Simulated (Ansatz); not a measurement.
Relaxed-ion elastic tensor of Be (diamond, Fd-3m) in GPa (Voigt order), the program Ansatz at the PBE level (PAW); density 1.02 g/cm³, 14.69 Å³ per atom.

```csv
,1,2,3,4,5,6
1,1.9,64.7,64.7,0.0,0.0,0.0
2,64.7,1.9,64.7,0.0,0.0,0.0
3,64.7,64.7,1.9,0.0,0.0,0.0
4,0.0,0.0,0.0,-68.8,0.0,0.0
5,0.0,0.0,0.0,0.0,-68.8,0.0
6,0.0,0.0,0.0,0.0,0.0,-68.8
```

**Question.** Is the crystal mechanically stable?

**Answer.** No: the smallest eigenvalue of C is -68.8 GPa.

The cell is a constructed one: a structure type filled with these elements; neither database checked (COD, Materials Project) lists it. It is not the phase usual at ambient conditions (space group No. 194). Symmetry was held in the PBE relaxation. At this level the phase is mechanically unstable. As this level gives no gap, shear constants depend on the k-mesh and smearing (Fermi–Dirac, 0.1 eV here).

Potentials: the later of the program's two PAW sets.
